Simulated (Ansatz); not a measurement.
A relaxation computed with Ansatz, from input to last step.

```yaml
crystal:
  lattice:
    - [2.9393889187, 1.6970569834, 5.3501292418]
    - [-2.9393889187, 1.6970569834, 5.3501292418]
    - [0.0, -3.3941139669, 5.3501292418]
  atoms:
    - { symbol: Mo, position: [0.05625, 0.44375, 0.75] }
    - { symbol: Mo, position: [0.75, 0.05625, 0.44375] }
    - { symbol: Mo, position: [0.44375, 0.75, 0.05625] }
    - { symbol: Mo, position: [0.94375, 0.55625, 0.25] }
    - { symbol: Mo, position: [0.25, 0.94375, 0.55625] }
    - { symbol: Mo, position: [0.55625, 0.25, 0.94375] }
    - { symbol: P, position: [0.85218, 0.85218, 0.85218] }
    - { symbol: P, position: [0.64782, 0.64782, 0.64782] }
    - { symbol: P, position: [0.14782, 0.14782, 0.14782] }
    - { symbol: P, position: [0.35218, 0.35218, 0.35218] }
basis:
  ecutwfc: 420
kpoints:
  mp_grid: { grid: [6, 6, 6] }
hamiltonian:
  xc: pbe
scf:
  occupations: { method: gaussian, width: 0.1 }
  lower_state_search: "off"
output:
  forces: true
  stress: true
  eigenvalues: true
relax:
  adjacent_minimum: "off"
  f_tol: 0.04
  max_steps: 70
  cell: { stress_tol: 0.4 }
```

```bash
ansatz run input.yaml --threads 1 --pin off --max-ram 2560MiB --backend cpu --events-out ev --progress --plain --runs-dir out
```

Level of theory: DFT PBE, scalar-relativistic, plane waves, PAW in Ansatz.

Of 11 frames 10 are shown, positions in Å and forces in eV/Å; the SCF threshold varies from step to step. Steps run on the plane waves of an earlier cell, with a Pulay correction in the pressure. The basis is chosen afresh for the last frame, the zero of the energies, and at times for earlier ones too; energy and pressure step there, also at an unchanged geometry. The mark taken_back stands on steps that the optimiser undid.

```xyz
10
Lattice="2.9394 1.6971 5.3501 -2.9394 1.6971 5.3501 0.0000 -3.3941 5.3501" Properties=species:S:1:pos:R:3:forces:R:3 pbc="T T T" step=1 free_energy_over_end_meV_per_atom=188.26 pressure_GPa=5.14
Mo   -1.1390   -1.6971    6.6877   -0.7625    0.0000    0.0000
Mo    2.0392   -0.1379    6.6877    0.3813   -0.6604    0.0000
Mo   -0.9002    1.8349    6.6877    0.3813    0.6604    0.0000
Mo    1.1390    1.6971    9.3627    0.7625    0.0000    0.0000
Mo   -2.0392    0.1379    9.3627   -0.3813    0.6604    0.0000
Mo    0.9002   -1.8349    9.3627   -0.3813   -0.6604    0.0000
P     0.0000    0.0000   13.6778    0.0000    0.0000   -0.7117
P     0.0000    0.0000   10.3978    0.0000    0.0000    0.7117
P     0.0000    0.0000    2.3726    0.0000    0.0000    0.7117
P     0.0000    0.0000    5.6526    0.0000    0.0000   -0.7117
10
Lattice="2.9915 1.7271 5.3084 -2.9915 1.7271 5.3084 0.0000 -3.4543 5.3084" Properties=species:S:1:pos:R:3:forces:R:3 pbc="T T T" step=2 free_energy_over_end_meV_per_atom=164.97 pressure_GPa=-0.13
Mo   -1.2012   -1.7271    6.6354   -0.2311    0.0000    0.0000
Mo    2.0964   -0.1767    6.6354    0.1155   -0.2001    0.0000
Mo   -0.8951    1.9039    6.6354    0.1155    0.2001    0.0000
Mo    1.2012    1.7271    9.2896    0.2311    0.0000    0.0000
Mo   -2.0964    0.1767    9.2896   -0.1155    0.2001    0.0000
Mo    0.8951   -1.9039    9.2896   -0.1155   -0.2001    0.0000
P     0.0000    0.0000   13.5854    0.0000    0.0000   -0.0077
P     0.0000    0.0000   10.3022    0.0000    0.0000    0.0077
P     0.0000    0.0000    2.3397    0.0000    0.0000    0.0077
P     0.0000    0.0000    5.6229    0.0000    0.0000   -0.0077
10
Lattice="3.0678 1.7712 5.0474 -3.0678 1.7712 5.0474 0.0000 -3.5424 5.0474" Properties=species:S:1:pos:R:3:forces:R:3 pbc="T T T" step=3 free_energy_over_end_meV_per_atom=145.72 pressure_GPa=0.07
Mo   -1.3559   -1.7712    6.3093    0.7494    0.0000    0.0000
Mo    2.2119   -0.2887    6.3093   -0.3747    0.6490    0.0000
Mo   -0.8560    2.0599    6.3093   -0.3747   -0.6490    0.0000
Mo    1.3559    1.7712    8.8330   -0.7494    0.0000    0.0000
Mo   -2.2119    0.2887    8.8330    0.3747   -0.6490    0.0000
Mo    0.8560   -2.0599    8.8330    0.3747    0.6490    0.0000
P     0.0000    0.0000   13.0590    0.0000    0.0000    0.8261
P     0.0000    0.0000    9.6544    0.0000    0.0000   -0.8261
P     0.0000    0.0000    2.0833    0.0000    0.0000   -0.8261
P     0.0000    0.0000    5.4879    0.0000    0.0000    0.8261
10
Lattice="3.1310 1.8077 4.7868 -3.1310 1.8077 4.7868 0.0000 -3.6153 4.7868" Properties=species:S:1:pos:R:3:forces:R:3 pbc="T T T" step=4 free_energy_over_end_meV_per_atom=110.43 pressure_GPa=0.03
Mo   -1.4155   -1.8077    5.9835    0.7427    0.0000    0.0000
Mo    2.2733   -0.3221    5.9835   -0.3714    0.6432    0.0000
Mo   -0.8577    2.1297    5.9835   -0.3714   -0.6432    0.0000
Mo    1.4155    1.8077    8.3769   -0.7427    0.0000    0.0000
Mo   -2.2733    0.3221    8.3769    0.3714   -0.6432    0.0000
Mo    0.8577   -2.1297    8.3769    0.3714    0.6432    0.0000
P     0.0000    0.0000   12.4703    0.0000    0.0000    1.2313
P     0.0000    0.0000    9.0704    0.0000    0.0000   -1.2313
P     0.0000    0.0000    1.8902    0.0000    0.0000   -1.2313
P     0.0000    0.0000    5.2901    0.0000    0.0000    1.2313
10
Lattice="3.1902 1.8419 4.5197 -3.1902 1.8419 4.5197 0.0000 -3.6837 4.5197" Properties=species:S:1:pos:R:3:forces:R:3 pbc="T T T" step=5 free_energy_over_end_meV_per_atom=66.61 pressure_GPa=0.35
Mo   -1.4946   -1.8419    5.6496    1.1560    0.0000    0.0000
Mo    2.3424   -0.3734    5.6496   -0.5780    1.0011    0.0000
Mo   -0.8478    2.2153    5.6496   -0.5780   -1.0011    0.0000
Mo    1.4946    1.8419    7.9094   -1.1560    0.0000    0.0000
Mo   -2.3424    0.3734    7.9094    0.5780   -1.0011    0.0000
Mo    0.8478   -2.2153    7.9094    0.5780    1.0011    0.0000
P     0.0000    0.0000   11.8822    0.0000    0.0000    1.4809
P     0.0000    0.0000    8.4563    0.0000    0.0000   -1.4809
P     0.0000    0.0000    1.6768    0.0000    0.0000   -1.4809
P     0.0000    0.0000    5.1027    0.0000    0.0000    1.4809
10
Lattice="3.1960 1.8452 4.3937 -3.1960 1.8452 4.3937 0.0000 -3.6905 4.3937" Properties=species:S:1:pos:R:3:forces:R:3 pbc="T T T" step=7 free_energy_over_end_meV_per_atom=12.42 pressure_GPa=-2.19
Mo   -1.4520   -1.8452    5.4922   -0.5022    0.0000    0.0000
Mo    2.3240   -0.3348    5.4922    0.2511   -0.4349    0.0000
Mo   -0.8720    2.1801    5.4922    0.2511    0.4349    0.0000
Mo    1.4520    1.8452    7.6891    0.5022    0.0000    0.0000
Mo   -2.3240    0.3348    7.6891   -0.2511    0.4349    0.0000
Mo    0.8720   -2.1801    7.6891   -0.2511   -0.4349    0.0000
P     0.0000    0.0000   11.7394    0.0000    0.0000   -0.4476
P     0.0000    0.0000    8.0325    0.0000    0.0000    0.4476
P     0.0000    0.0000    1.4419    0.0000    0.0000    0.4476
P     0.0000    0.0000    5.1488    0.0000    0.0000   -0.4476
10
Lattice="3.2096 1.8531 4.2867 -3.2096 1.8531 4.2867 0.0000 -3.7061 4.2867" Properties=species:S:1:pos:R:3:forces:R:3 pbc="T T T" step=8 free_energy_over_end_meV_per_atom=1.36 pressure_GPa=0.78
Mo   -1.4734   -1.8531    5.3584   -0.0169    0.0000    0.0000
Mo    2.3415   -0.3495    5.3584    0.0085   -0.0146    0.0000
Mo   -0.8681    2.2026    5.3584    0.0085    0.0146    0.0000
Mo    1.4734    1.8531    7.5018    0.0169    0.0000    0.0000
Mo   -2.3415    0.3495    7.5018   -0.0085    0.0146    0.0000
Mo    0.8681   -2.2026    7.5018   -0.0085   -0.0146    0.0000
P     0.0000    0.0000   11.4292    0.0000    0.0000    0.0908
P     0.0000    0.0000    7.8611    0.0000    0.0000   -0.0908
P     0.0000    0.0000    1.4310    0.0000    0.0000   -0.0908
P     0.0000    0.0000    4.9991    0.0000    0.0000    0.0908
10
Lattice="3.2213 1.8598 4.2688 -3.2213 1.8598 4.2688 0.0000 -3.7197 4.2688" Properties=species:S:1:pos:R:3:forces:R:3 pbc="T T T" step=9 free_energy_over_end_meV_per_atom=1.86 pressure_GPa=-0.85 taken_back
Mo   -1.4933   -1.8598    5.3360    0.1096    0.0000    0.0000
Mo    2.3573   -0.3634    5.3360   -0.0548    0.0949    0.0000
Mo   -0.8640    2.2232    5.3360   -0.0548   -0.0949    0.0000
Mo    1.4933    1.8598    7.4705   -0.1096    0.0000    0.0000
Mo   -2.3573    0.3634    7.4705    0.0548   -0.0949    0.0000
Mo    0.8640   -2.2232    7.4705    0.0548    0.0949    0.0000
P     0.0000    0.0000   11.4111    0.0000    0.0000   -0.0981
P     0.0000    0.0000    7.7986    0.0000    0.0000    0.0981
P     0.0000    0.0000    1.3953    0.0000    0.0000    0.0981
P     0.0000    0.0000    5.0079    0.0000    0.0000   -0.0981
10
Lattice="3.2156 1.8565 4.2788 -3.2156 1.8565 4.2788 0.0000 -3.7130 4.2788" Properties=species:S:1:pos:R:3:forces:R:3 pbc="T T T" step=10 free_energy_over_end_meV_per_atom=1.00 pressure_GPa=-0.03
Mo   -1.4796   -1.8565    5.3485   -0.0026    0.0000    0.0000
Mo    2.3476   -0.3531    5.3485    0.0013   -0.0022    0.0000
Mo   -0.8680    2.2096    5.3485    0.0013    0.0022    0.0000
Mo    1.4796    1.8565    7.4878    0.0026    0.0000    0.0000
Mo   -2.3476    0.3531    7.4878   -0.0013    0.0022    0.0000
Mo    0.8680   -2.2096    7.4878   -0.0013   -0.0022    0.0000
P     0.0000    0.0000   11.4190    0.0000    0.0000    0.0038
P     0.0000    0.0000    7.8355    0.0000    0.0000   -0.0038
P     0.0000    0.0000    1.4173    0.0000    0.0000   -0.0038
P     0.0000    0.0000    5.0008    0.0000    0.0000    0.0038
10
Lattice="3.2156 1.8565 4.2788 -3.2156 1.8565 4.2788 0.0000 -3.7130 4.2788" Properties=species:S:1:pos:R:3:forces:R:3 pbc="T T T" step=11 free_energy_over_end_meV_per_atom=0.00 pressure_GPa=0.08
Mo   -1.4796   -1.8565    5.3485   -0.0024    0.0000    0.0000
Mo    2.3476   -0.3531    5.3485    0.0012   -0.0021    0.0000
Mo   -0.8680    2.2096    5.3485    0.0012    0.0021    0.0000
Mo    1.4796    1.8565    7.4878    0.0024    0.0000    0.0000
Mo   -2.3476    0.3531    7.4878   -0.0012    0.0021    0.0000
Mo    0.8680   -2.2096    7.4878   -0.0012   -0.0021    0.0000
P     0.0000    0.0000   11.4190    0.0000    0.0000    0.0040
P     0.0000    0.0000    7.8355    0.0000    0.0000   -0.0040
P     0.0000    0.0000    1.4173    0.0000    0.0000   -0.0040
P     0.0000    0.0000    5.0008    0.0000    0.0000    0.0040
```

The start puts this composition into another compound's structure type, which needn't suit it. At the end the space group is R-3c (tolerance 0.05 Å).

The k mesh is coarse.